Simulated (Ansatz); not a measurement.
Cu (dhcp (α-La type), P6_3/mmc) under volume change, DFT-PBEsol in the program Ansatz with PAW potentials, shape and atoms relaxed at each volume.

```
V (Å³/atom)  E − E(relaxed) (meV/atom)  P (GPa)
-----------  -------------------------  -------
10.294                            57.6    19.94
10.634                            24.0    12.06
10.973                             5.6     5.48
11.312                             0.0    -0.02
11.652                             5.1    -4.62
11.991                            19.0    -8.46
12.330                            40.4   -11.65
```

Question: What does a third-order Birch–Murnaghan fit give for V₀, B₀ and B′?

Answer: V₀ = 11.31 Å³/atom, B₀ = 167 GPa, B′ = 5.0.

The workflow started from a Materials Project entry (that database holds measured and hypothetical structures alike); the Crystallography Open Database copy checked does not list it. It is not the phase usual at ambient conditions (space group No. 225). The cell was relaxed with PBEsol under the symmetry of its start; whether a distortion lowers the energy is not shown. The run is not spin-polarised.

Potentials: the earlier of the program's two PAW sets. The files were generated under PBE; for other functionals the program regenerates the frozen cores, and for LDA and PBEsol the local potential too.
